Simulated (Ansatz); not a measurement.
Here is the system:

MoN2:
Space group P4/mbm (No. 127); a = 4.2643 Å, b = 4.2643 Å, c = 2.7072 Å, α = 90.00°, β = 90.00°, γ = 90.00°

| atom | site | symmetry | x | y | z |
|---|---|---|---|---|---|
| Mo | 2a | 4/m.. | 0.0000 | 0.0000 | 0.0000 |
| N | 4h | m.2m | 0.3876 | 0.1124 | 0.5000 |

This is the LDA-relaxed structure.

All from plane-wave PAW LDA (Ansatz code), unless another level is named. Predict the Debye temperature from the elastic constants.

970 K.

Predict the highest zone-centre frequency.

1136 cm⁻¹.

The workflow started from a Materials Project entry (that database holds measured and hypothetical structures alike); the Crystallography Open Database copy checked does not list it. Its standing as an ambient phase is unchecked. The cell was relaxed with LDA under the symmetry of its start; of distortions, only those at the zone centre were tested. No spin polarisation was allowed. As this level gives no gap, shear constants depend on the k-mesh and smearing (Fermi–Dirac, 0.1 eV here). As this level gives no gap, phonon frequencies hold no LO–TO term and depend on the k-mesh and smearing (Fermi–Dirac, 0.1 eV here).

Potentials: the later of the program's two PAW sets.
